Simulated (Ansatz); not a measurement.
TiO$_{2}$: input and output of an SCF run

The cell (6 atoms) is TiO$_{2}$ as a measured crystal structure (space group P4_2/mnm). Source: COD entry 9004143; it may be a high-temperature, high-pressure or metastable form.

All numbers below come from Ansatz development build ahead of 0.2.0, DFT, r2SCAN+U, PAW, plane waves, scalar-relativistic.

The input:

```yaml
crystal:
  lattice:
    - [4.616, 0.0, 0.0]
    - [0.0, 4.616, 0.0]
    - [0.0, 0.0, 2.977]
  atoms:
    - { symbol: Ti, position: [0.0, 0.0, 0.0], spin: 1.0 }
    - { symbol: Ti, position: [0.5, 0.5, 0.5], spin: 1.0 }
    - { symbol: O, position: [0.3045, 0.3045, 0.0] }
    - { symbol: O, position: [0.1955, 0.8045, 0.5] }
    - { symbol: O, position: [0.6955, 0.6955, 0.0] }
    - { symbol: O, position: [0.8045, 0.1955, 0.5] }
magnetization:
  spin_polarized: true
hamiltonian:
  xc: r2scan
  pseudopotentials: { kind: paw }
  hubbard: { sites: [{ species: Ti, l: d, u_eff: 1.3 }] }
basis:
  ecutwfc: 500
kpoints:
  mp_grid: { grid: [5, 5, 7] }
scf:
  occupations: { method: gaussian, width: 0.03 }
  lower_state_search: "off"
  algorithm: density_mixing
  max_iter: 80
  mixing: { algorithm: broyden, beta: 0.5, preconditioner: resta }
output:
  forces: true
  stress: true
```

Command:
```sh
ansatz run input.yaml --threads 2 --pin off --max-ram 5120MiB --backend cpu --events-out ev --progress --plain --runs-dir out
```

Output (shortened):

```
Ti: projections on atomic orbitals take those of the free atom [Ne] 3s2 3p6 3d2 4s2, of charge +0.00 (hamiltonian.pseudopotentials.projection_atoms); the dataset's partial waves leave at most 4.1e-7 of an orbital's norm unspanned inside its sphere
O: projections on atomic orbitals take those of the free atom [He] 2s2 2p4, of charge +0.00 (hamiltonian.pseudopotentials.projection_atoms); the dataset's partial waves leave at most 1.9e-8 of an orbital's norm unspanned inside its sphere
Pseudopotentials: kind: paw
Pseudopotential: Ti, paw, valence charge 12, recommended cutoff 500 eV (meta_gga), Ti.paw.azcp
Pseudopotential: O, paw, valence charge 6, recommended cutoff 500 eV (meta_gga), O.paw.azcp
Functional definition: r2SCAN
Crystal: 6 atoms, lattice volume = 63.432 Å³
Basis set: ecut = 500 eV, 1623 PW (Γ), exchange–correlation on 144×144×96 points (64 copies of the dense FFT grid, shifted against one another)
Bands: 31, of which v1, the nominal top of the filled ones, is band 24 counted from 1 (23 counted from 0)
Symmetry: 16 space group operations
Space group: P42/mnm (ITA 136), of the structure as read, at distance tolerance 4.0e-5 Å
Magnetic group: BNS 136.495 (UNI 1155), of the structure as read, at distance tolerance 4.0e-5 Å
k-points: 24 of 175
Non-local potential: Ti, projectors of the file, l = 0: 3, l = 1: 2, l = 2: 3, l = 3: 1
Non-local potential: O, projectors of the file, l = 0: 2, l = 1: 2, l = 2: 1
PAW frozen core: Ti, regenerated for the run's functional (the file was generated under x = pbe(κ = 0.804, μ = 0.2195149727645171), c = pbe(β = 0.06672455060314922))
PAW frozen core: O, regenerated for the run's functional (the file was generated under x = pbe(κ = 0.804, μ = 0.2195149727645171), c = pbe(β = 0.06672455060314922))
Initial density: superposition of atomic densities (chi_scale 0.1, normalization cell, long waves kept (reshape's long-wave potential 0.00 eV rms))
Starting moments: Σ|m| = 2 μB on 2 of 6 sites
Initial wavefunctions: pseudopotential atomic-orbital guess
Functional: x = r2scan, c = r2scan; τ floored in thin density (d = 2e-4 eV/Å³)
SCF iter   1: F=-7287.698830 eV  HF=-7289.990386 eV  |F-HF|=2.29e0  |Δ(HF+E_count)|=         —  Δρ=6.96e-2 (↑6.96e-2 ↓5.45e-2)  dr2=5.15e0  dr2_τ=2.51e-1  dr2_m=1.13e0  M=0.000 μB ∫|m|=0.550 μB  β_m=0.50  ethr=3.10e-3  ⟨swp⟩=6.2  Hψ=6231  notcnv=0
preconditioner: resta → Resta (q_TF=auto, 2.604 Å⁻¹)  ε∞=6.5, the Penn estimate 6.534792166534562  [insulator: Δε(μ)=2.577 eV  Ē_g=11.211 eV  σ=0.030 eV  W_gap=1.00  ℏωp=26.4 eV]
spin=Collinear: Resta preconditioning applied to the charge; magnetization (m = ρ↑ − ρ↓) channel mixes plain (no charge-response kernel on spin).
SCF iter   2: F=-7290.103878 eV  HF=-7290.136974 eV  |F-HF|=3.31e-2  |Δ(HF+E_count)|=   1.47e-1  Δρ=3.72e-2 (↑2.70e-2 ↓3.72e-2)  dr2=8.07e-1  dr2_τ=7.72e-2  dr2_m=2.85e-1  M=0.000 μB ∫|m|=0.566 μB  β_m=0.50  ethr=3.10e-3  ⟨swp⟩=2.9  Hψ=3318  notcnv=0  defer=60  κ⁻¹=1.0e0(r=1)
SCF iter   3: F=-7290.383383 eV  HF=-7290.318222 eV  |F-HF|=6.52e-2  |Δ(HF+E_count)|=   1.81e-1  Δρ=1.86e-2 (↑1.86e-2 ↓1.80e-2)  dr2=2.88e-1  dr2_τ=7.90e-3  dr2_m=1.05e-1  M=0.000 μB ∫|m|=0.380 μB  β_m=0.50  ethr=1.68e-3  ⟨swp⟩=2.1  Hψ=2399  notcnv=0  defer=60  κ⁻¹=1.4e-2(r=2)
SCF iter   4: F=-7290.426412 eV  HF=-7290.411780 eV  |F-HF|=1.46e-2  |Δ(HF+E_count)|=   9.36e-2  Δρ=9.78e-3 (↑7.51e-3 ↓9.78e-3)  dr2=2.01e-2  dr2_τ=1.78e-3  dr2_m=3.88e-2  M=0.000 μB ∫|m|=0.275 μB  β_m=0.50  ethr=6.00e-4  ⟨swp⟩=2.0  Hψ=2734  notcnv=0  defer=60  κ⁻¹=4.1e-4(r=3)
SCF iter   5: F=-7290.440380 eV  HF=-7290.431470 eV  |F-HF|=8.91e-3  |Δ(HF+E_count)|=   1.97e-2  Δρ=5.80e-3 (↑5.80e-3 ↓4.91e-3)  dr2=2.08e-3  dr2_τ=5.60e-4  dr2_m=1.60e-2  M=0.000 μB ∫|m|=0.199 μB  β_m=0.50  ethr=4.18e-5  ⟨swp⟩=2.4  Hψ=2675  notcnv=0  defer=60  κ⁻¹=1.1e-4(r=4)
SCF iter   6: F=-7290.442638 eV  HF=-7290.439332 eV  |F-HF|=3.31e-3  |Δ(HF+E_count)|=   7.86e-3  Δρ=3.81e-3 (↑3.13e-3 ↓3.81e-3)  dr2=5.41e-4  dr2_τ=1.69e-4  dr2_m=6.97e-3  M=0.000 μB ∫|m|=0.147 μB  β_m=0.50  ethr=4.34e-6  ⟨swp⟩=2.1  Hψ=2811  notcnv=0  defer=60
Mixer restart at iter 6: flushing history
spin-set hold released at iteration 6 (site moments contracting): the magnetisation degrees of freedom join the quasi-Newton model from the next iteration; the mixer history was flushed
SCF iter   7: F=-7290.444052 eV  HF=-7290.442351 eV  |F-HF|=1.70e-3  |Δ(HF+E_count)|=   3.02e-3  Δρ=2.57e-3 (↑2.57e-3 ↓2.20e-3)  dr2=1.01e-4  dr2_τ=8.43e-5  dr2_m=3.28e-3  M=0.000 μB ∫|m|=0.108 μB  β_m=0.50  ethr=1.13e-6  ⟨swp⟩=2.1  Hψ=2509  notcnv=0  defer=60  κ⁻¹=1.0e0(r=1)
SCF iter   8: F=-7290.444897 eV  HF=-7290.444632 eV  |F-HF|=2.66e-4  |Δ(HF+E_count)|=   2.28e-3  Δρ=1.38e-3 (↑8.91e-4 ↓1.38e-3)  dr2=1.59e-4  dr2_τ=3.26e-5  dr2_m=7.46e-4  M=0.000 μB ∫|m|=0.057 μB  β_m=0.50  ethr=2.11e-7  ⟨swp⟩=3.1  Hψ=3095  notcnv=0  defer=60  κ⁻¹=6.4e-1(r=2)
SCF iter   9: F=-7290.445314 eV  HF=-7290.445253 eV  |F-HF|=6.12e-5  |Δ(HF+E_count)|=   6.21e-4  Δρ=4.44e-4 (↑4.28e-4 ↓4.44e-4)  dr2=7.53e-7  dr2_τ=3.21e-6  dr2_m=1.10e-4  M=0.000 μB ∫|m|=0.019 μB  β_m=0.50  ethr=2.11e-7  ⟨swp⟩=2.7  Hψ=2826  notcnv=0  defer=60  κ⁻¹=1.1e-2(r=3)
SCF iter  10: F=-7290.445351 eV  HF=-7290.445350 eV  |F-HF|=9.21e-7  |Δ(HF+E_count)|=   9.74e-5  Δρ=5.43e-5 (↑5.43e-5 ↓3.45e-5)  dr2=5.13e-7  dr2_τ=6.74e-8  dr2_m=1.06e-6  M=0.000 μB ∫|m|=0.002 μB  β_m=0.50  ethr=1.57e-9  ⟨swp⟩=4.0  Hψ=3605  notcnv=0  defer=60  κ⁻¹=6.4e-4(r=4)
SCF iter  11: F=-7290.445352 eV  HF=-7290.445352 eV  |F-HF|=2.70e-7  |Δ(HF+E_count)|=   1.45e-6  Δρ=1.57e-5 (↑1.49e-5 ↓1.57e-5)  dr2=2.98e-8  dr2_τ=4.82e-9  dr2_m=1.21e-7  M=0.000 μB ∫|m|=0.000 μB  β_m=0.50  ethr=2.08e-10  ⟨swp⟩=2.7  Hψ=5971  notcnv=0  κ⁻¹=5.7e-5(r=5)
iter 12 did not close the SCF: its close was put off for a magnetic moment that had not settled (scf_convergence_deferred on its scf_iter line)
SCF iter  12: F=-7290.445352 eV  HF=-7290.445352 eV  |F-HF|=5.36e-9  |Δ(HF+E_count)|=   3.28e-7  Δρ=2.85e-6 (↑1.71e-6 ↓2.85e-6)  dr2=1.98e-9  dr2_τ=1.55e-10  dr2_m=2.19e-9  M=0.000 μB ∫|m|=0.000 μB  β_m=0.50  ethr=6.22e-11  ⟨swp⟩=4.0  Hψ=4734  notcnv=0  κ⁻¹=2.2e-6(r=6)
iter 13 did not close the SCF: its close was put off for a magnetic moment that had not settled (scf_convergence_deferred on its scf_iter line)
SCF iter  13: F=-7290.445352 eV  HF=-7290.445352 eV  |F-HF|=4.33e-10  |Δ(HF+E_count)|=   6.43e-9  Δρ=8.35e-7 (↑8.35e-7 ↓5.29e-7)  dr2=2.59e-10  dr2_τ=1.06e-11  dr2_m=1.99e-10  M=0.000 μB ∫|m|=0.000 μB  β_m=0.50  ethr=4.13e-12  ⟨swp⟩=1.0  Hψ=4296  notcnv=0  κ⁻¹=1.7e-7(r=7)
SCF iter  14: F=-7290.445352 eV  HF=-7290.445352 eV  |F-HF|=6.00e-11  |Δ(HF+E_count)|=  5.15e-10  Δρ=3.08e-7 (↑3.08e-7 ↓2.17e-7)  dr2=4.56e-11  dr2_τ=1.27e-12  dr2_m=2.79e-11  M=0.000 μB ∫|m|=0.000 μB  ethr=1.00e-12  ⟨swp⟩=1.0  Hψ=4082  notcnv=0
WARN: the starting moments were not kept: the SCF closed with an absolute magnetisation of 7.0e-6 μB, where they sum to 2 μB in size (2 sites). That is at most 0.1 of that sum. Measured as dr2_m measures the in/out step, that magnetisation stands 1.0e-11 eV from none, at or under the dr2_threshold of 1.0e-7 eV: it is no larger than a step whose dr2_m would equal this threshold. The system may hold no moment; this SCF shows only that its start led to no more than that. [...]
SCF 1 converged in 14 iterations: F = -7290.445352 eV  dr2 = 4.56e-11
  greatest PAW one-centre occupation: 1.000 electrons in one spin orbital (limit 2), on the Ti atom at site 1 (counted from 0), in its partial waves of l = 0
this state was not tested for a lower state beside it, because the mixer in use, unlike msr1, does not test its closes by its own steps (another_mixer; see scf.mixing.algorithm and scf.lower_state_search)
SCF converged after 14 iterations
Magnetization: 0.0000 μB (24.0000 up, 24.0000 down)
Absolute magnetization: 0.0000 μB (∫|ρ↑−ρ↓|, with the PAW one-centre terms)
Spin contamination: 0.0000 ħ² per cell (⟨S²⟩ above its minimum at these occupations)
Per-site moments (μB) at R_I (Å): [(-8.3967e-7, 0.8087), (-8.3967e-7, 0.8087), (7.3856e-7, 0.8087), (7.3856e-7, 0.8087), (7.3856e-7, 0.8087), (7.3856e-7, 0.8087)]
Free energy (F): -7290.445352 eV
Harris-Foulkes:  -7290.445352 eV  (|F-HF|=6.00e-11)
Internal energy: -7290.445352 eV  (E = F + TS)
E sigma→0 (E₀):  -7290.445352 eV
Fermi energy:    9.860595 eV
--- Per-component energies (eV) ---
  E_band       = -451.998003
  E_kinetic    = 1248.685704
  E_local      = -3098.917934  (includes V_loc(G=0)·N_el)
  E_nonlocal   = 190.677840
  E_hartree    = 1174.874097
  E_xc         = -482.628041
  E_vxc        = -692.810848  (∫ρ·V_xc dr)
  E_hubbard    = 2.094424  (on-site DFT+U / exact-exchange correction)
  E_vhub       = 1.456995  (the Hubbard potential's part of the band-sum identity)
  E_paw        = -2746.428700  (= ΣΔE_a)
  E_vpaw       = -496.442932  (= ΣTr[D̂ρ^β])
  E_aug_tail   = 0.004916  (compensation charges beyond the density's cutoff)
  E_vtau       = 45.600210  (kinetic-family band-sum trace: ∫τ·v_τ [+ j·A + Jᵃ·Aᵃ] dr)
  E_ewald      = -3578.172980
  E_core_change = -0.634678  (= ΣΔE_core)
  E_smearing   = -0.000000  (= −TS)
  E_closure    = 0.000000  (closes the sum)
  Σ components = -7290.445352   (vs F -7290.445352, Δ=0.00e0)
--- Forces (eV/Å), atoms counted from 1 ---
  atom   1  Ti     0.00000000    -0.00000000     0.00000000
  atom   2  Ti     0.00000000     0.00000000     0.00000000
  atom   3  O      0.06775436     0.06775436     0.00000000
  atom   4  O     -0.06775436     0.06775436     0.00000000
  atom   5  O     -0.06775436    -0.06775436     0.00000000
  atom   6  O      0.06775436    -0.06775436     0.00000000
  max |Σ_I F_I| component: 2.78e-17 eV/Å
--- Stress (GPa, compression-positive) ---
       -2.831750       0.000000       0.000000
        0.000000      -2.831750       0.000000
        0.000000       0.000000      -3.452121
  P = ⅓ Tr σ = -3.0385 GPa (-30.385 kbar)
```

Only one magnetic start was run, with no search, so the state need not be the lowest. The program warns that the starting moments weren't kept.

The run took 12 s on 2 threads of Arm Neoverse V2, with other jobs on the host, peak memory 0.58 GiB.
